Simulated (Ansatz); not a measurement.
Cell and atoms are relaxed with the symmetry kept. Start:

```cif
data_structure
_symmetry_space_group_name_H-M 'I4/mcm'
_symmetry_Int_Tables_number 140
_cell_length_a 7.3240
_cell_length_b 7.3240
_cell_length_c 5.6550
_cell_angle_alpha 90.000
_cell_angle_beta 90.000
_cell_angle_gamma 90.000
_cell_volume 303.34
loop_
_atom_site_label
_atom_site_type_symbol
_atom_site_symmetry_multiplicity
_atom_site_Wyckoff_symbol
_atom_site_fract_x
_atom_site_fract_y
_atom_site_fract_z
_atom_site_occupancy
Pb1 Pb 8 h 0.15800 0.65800 0.00000 1
Au1 Au 4 a 0.00000 0.00000 0.25000 1
```

The calculation used DFT r2SCAN, scalar-relativistic, plane waves, PAW in Ansatz 0.2.0.

Cutoff 500 eV; k points 8×8×8 on the computed 6-atom cell (Γ-centred); Gaussian smearing, width 0.10 eV; no spin polarisation.

Q: What does it relax to?

A: The volume goes up by 0.93 Å³/atom to 26.20 Å³/atom, and the energy falls by 7.1 meV/atom. Final structure:
```cif
data_structure
_symmetry_space_group_name_H-M 'P 1'
_symmetry_Int_Tables_number 1
_cell_length_a 5.9692
_cell_length_b 5.9692
_cell_length_c 5.9692
_cell_angle_alpha 103.358
_cell_angle_beta 103.358
_cell_angle_gamma 122.544
_cell_volume 157.23
loop_
_atom_site_label
_atom_site_type_symbol
_atom_site_fract_x
_atom_site_fract_y
_atom_site_fract_z
_atom_site_occupancy
Pb1 Pb 0.15945 0.65945 0.81889 1
Pb2 Pb 0.65945 0.84055 0.50000 1
Pb3 Pb 0.84055 0.34055 0.18111 1
Pb4 Pb 0.34055 0.15945 0.50000 1
Au1 Au 0.75000 0.75000 0.00000 1
Au2 Au 0.25000 0.25000 0.00000 1
```

Spin–orbit coupling is left out, which can shift energies with elements as heavy as these.

Cost: 1 run of about 16 core-minutes, on Intel Xeon Processor @ 2.50GHz (Skylake/Cascade Lake) (shared hosts).